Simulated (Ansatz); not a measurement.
# Energy against volume for EuO (rock salt)

EuO (rock salt)

```xyz
2
Lattice="0.0000 2.5308 2.5308 2.5308 0.0000 2.5308 2.5308 2.5308 0.0000" Properties=species:S:1:pos:R:3 pbc="T T T"
O      0.0000     0.0000     0.0000
Eu     2.5308     2.5308     2.5308
```

The volume is varied about the relaxed value V₀ at fixed cell shape. Symmetry pins the atoms to their sites.

These are PBE (plane waves to 420 eV, PAW, scalar-relativistic; Ansatz, an electronic-structure program) values and carry that method's errors. k mesh 16×16×16 (Γ-centred), Fermi-Dirac smearing 0.05 eV. E stands for the smeared free energy. Stress and pressure are positive under compression. EuO is run spin-polarised and with no Hubbard U. EuO was relaxed with its symmetry unable to fall. Relaxed EuO ends ferromagnetic. Other magnetic orders were not checked, so this need not be the ground state. The f-shell state is unchecked: a lower one may exist. ΔE is measured from the relaxed starting cell.

```csv
V (Å³/atom),ΔE (kJ/mol of atoms),P (GPa),moment (μB/cell)
14.589,5.7,12.9,6.87
14.994,3.0,8.9,6.90
15.399,1.3,5.5,6.92
15.805,0.3,2.6,6.94
16.210,0.0,0.0,6.95
16.615,0.3,-2.2,6.96
17.020,1.1,-4.2,6.97
17.426,2.3,-5.9,6.98
17.831,3.9,-7.3,6.99
```

Key numbers:

- Pressure at the smallest volume = 12.9 GPa
- Energy cost of the largest compression = 59 meV/atom
- Energy cost of the largest expansion = 41 meV/atom
- Bulk modulus B₀ (third-order Birch-Murnaghan fit) = 95.9 GPa
- Pressure derivative B₀′ (fit) = 4.6
- Equilibrium volume of the fit = 16.21 Å³/atom
- Pressure for 5 % compression (fit) = 5.5 GPa

(Under strain, the slope of the energy per volume gives the stress and its curvature an elastic modulus.)
